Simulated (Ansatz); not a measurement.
## YTiGe: how the free axis answers a strain

YTiGe, P4/nmm, a = 4.011 Å, c = 7.590 Å. The structure is a COD entry; whether it is the stable form wasn't checked. Ansatz: PBEsol, PAW, 420 eV, Γ-centred 10×10×6 mesh on 6 atoms, Gaussian smearing 0.10 eV; no spin polarisation. Series: uniaxial strain along c, with a, b and atoms relaxed; x is the strain in per cent. y is the change of a in per cent of 4.011 Å.

| x (%) | y (%) |
| --- | --- |
| -3.0 | ? |
| -2.0 | 0.51 |
| -1.0 | 0.23 |
| 0.0 | 0.00 |
| 1.0 | -0.24 |
| 2.0 | -0.45 |
| 3.0 | -0.66 |

Fit y = c1 x + c2 x² to the other rows, say what c1 measures, and predict the missing y.

Least squares on the rows shown. y = −0.2393 x + 0.006525 x². So −c1 = 0.239 is Poisson's ratio for this pair of axes. At x = -3.0 the fit asked for gives 0.78 %. The run gave 0.80 %, so the fit is 0.02 % too low, a small miss on the scale of the series.

Cost: 7 runs of about 17 core-minutes in all, on Arm Neoverse V2 (shared hosts).